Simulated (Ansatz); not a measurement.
**Data sheet: B (DFT)**

B:
```xyz
4
Lattice="-2.3262 2.3262 2.3262 2.3262 -2.3262 2.3262 2.3262 2.3262 -2.3262" Properties=species:S:1:pos:R:3 pbc="T T T"
B      1.7447     0.5816    -0.5816
B      0.5816    -0.5816     1.7447
B     -0.5816     1.7447     0.5816
B      0.5816     0.5816     0.5816
```

Space group I4_132 (No. 214); conventional cell a = b = c = 4.652 Å, α = β = γ = 90.00°.

Method: the program Ansatz at the PBE level (PAW). Geometry: relaxed at this level of theory. Other levels are named where they apply.

Cell and energy:

```
Quantity              Value
---------------  ----------
Volume per atom    12.59 Å³
Density          1.43 g/cm³
```

Electronic structure:

```
Quantity                                                                                           Value
----------------------------------------  --------------------------------------------------------------
Band gap                                                                              1.48 eV (indirect)
Valence-band maximum                                             on the P–H line, 18 % of the way from P
Conduction-band minimum                   on the Γ–P line, 21 % of the way from Γ (8 equivalent valleys)
Smallest direct gap on the standard path                                                         2.69 eV
Electron effective mass                                            0.58, 0.58, 2.8 mₑ (principal values)
Hole effective mass                                                0.55, 0.55, 1.1 mₑ (principal values)
```

Mechanics:

```
Item                                  Value
----------------------------------  -------
Bulk modulus (Birch–Murnaghan fit)  107 GPa
Pressure derivative B′                  3.4
```

The start of the workflow was typed in or built on a structure type; neither database checked (COD, Materials Project) lists it. It is not the phase usual at ambient conditions (space group No. 166). The PBE relaxation kept the symmetry of its start; its stability against distortions is not shown here.

Potentials: the earlier of the program's two PAW sets.
